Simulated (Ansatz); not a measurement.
Cu Kα1 powder pattern (kinematic, no thermal factors).
```tsv
2θ (°)	relative intensity	assignment
29.87	100	1 1 1
34.63	57	2 0 0
49.78	40	2 2 0
59.14	43	3 1 1
62.05	14	2 2 2
73.05	6	4 0 0
80.87	18	3 3 1
83.43	18	4 2 0
```

The pattern is computed from a structure relaxed with Ansatz, DFT PBE, scalar-relativistic, plane waves, PAW, and for the lanthanide a 4f-in-core norm-conserving potential. No spin polarisation. Its elements are O, Pr.

Q: Give the structure.

A: Pr₄O.
Space group Pm-3m (No. 221). a = 5.177 Å, b = 5.177 Å, c = 5.177 Å, α = 90.00°, β = 90.00°, γ = 90.00°
```json
{"atom": "Pr", "site": "3c", "symmetry": "4/mm.m", "x": "0.0000", "y": "0.5000", "z": "0.5000"}
{"atom": "Pr", "site": "1a", "symmetry": "m-3m", "x": "0.0000", "y": "0.0000", "z": "0.0000"}
{"atom": "O", "site": "1b", "symmetry": "m-3m", "x": "0.5000", "y": "0.5000", "z": "0.5000"}
```

A pattern alone doesn't exclude other cells with like lines; this is the one computed.

The cell was found from a structure generator's guess, not taken from experiment.

The lanthanide is trivalent by construction, without f bands, f moments or other valences.
